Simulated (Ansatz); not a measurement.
Given:

SnAu5:
```
CELL_PARAMETERS angstrom
      2.54671     1.47035     4.77328
     -2.54671     1.47035     4.77328
      0.00000    -2.94069     4.77328
ATOMIC_POSITIONS crystal
  Sn 0.00000 0.00000 0.00000
  Au 0.67041 0.67041 0.67041
  Au 0.32959 0.32959 0.32959
  Au 0.50000 0.17282 0.82718
  Au 0.82718 0.50000 0.17282
  Au 0.17282 0.82718 0.50000
```

This is the PBEsol-relaxed structure.

All from PBEsol (plane waves, PAW; program Ansatz), unless another level is named. Give the formation energy from the elements (no fitted shifts).

-0.057 eV/atom.

What about the density of states at the Fermi level?

0.29 states/eV per atom (mean over ±0.08 eV).

Space group R32. The workflow started from a Materials Project entry (that database holds measured and hypothetical structures alike); the Crystallography Open Database files this formula in space group No. 155, but the cells were not matched. Its standing as an ambient phase is unchecked. The cell was relaxed with PBEsol under the symmetry of its start; whether a distortion lowers the energy is not shown. The references are the lowest solids computed at this level, not always the standard phases. Scalar-relativistic: spin–orbit coupling is off unless named, which matters more the heavier the elements.

Potentials: the later of the program's two PAW sets.
